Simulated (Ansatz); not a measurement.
ZrB₂ (MoSi2 or CaC2 type, I4/mmm), PBEsol (plane waves, PAW; program Ansatz), all energies at zero smearing, with the estimated change up to a 700 eV cutoff added, with one set of potentials and settings (totals compare only within such a set). Cell of 3 atoms (1 Zr, 2 B): -4433.732 eV.

```json
[
 {"element": "Zr", "reference phase": "P6/mmm, 3 atoms in the cell", "E (eV/atom)": "-4128.6456"},
 {"element": "B", "reference phase": "R-3m, 12 atoms in the cell", "E (eV/atom)": "-152.6698"}
]
```

Formation energy per atom, worked out: (-4433.732 − 1×(-4128.6456) − 2×(-152.6698))/3 = 0.085 eV/atom (8 kJ per mol of atoms), at 0 K, without zero-point energy or fitted corrections.

A made-up cell: these elements were put on the sites of a structure type; neither database checked (COD, Materials Project) lists it. It is not the phase usual at ambient conditions (space group No. 191). Symmetry was held in the PBEsol relaxation; its stability against distortions is not shown here. No spin polarisation was allowed. The references are the lowest solids computed at this level, not always the standard phases.

Potentials: the later of the program's two PAW sets.
